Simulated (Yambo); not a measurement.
Material: RbBr (space group P4/mmm, No. 123) under biaxial strain of -2 % along x and y, z relaxed; a = 3.990 Å, b = 3.990 Å, c = 4.106 Å, α = 90.00°, β = 90.00°, γ = 90.00° (2 atoms in the cell). The PBEsol cell relaxed from Materials Project entry mp-23303 was given a biaxial strain of -2 % along x and y, z relaxed, and the atoms were relaxed again.

With PBEsol (pw.x of Quantum ESPRESSO, ONCV potentials, scalar-relativistic), the gap between the mesh's edge points (R → Γ) is 4.091 eV.

By how much does one-shot G0W0 (Yambo; 4×4×4 Γ-centred k mesh, 154 bands and a 10 Ry block in the screening, 154 bands in G with the Bruneval-Gonze terminator, plasmon pole fitted at 27.2 eV) open this gap, and what gap results?

The correction is 2.449 eV, giving 6.540 eV, 1.6 times the PBEsol value.  Convergence of the G0W0 settings was not tested. Spin-orbit splittings are left out.

This is not the ordinary phase of the substance; no match was found in the copy of COD used, and its stability was not checked.
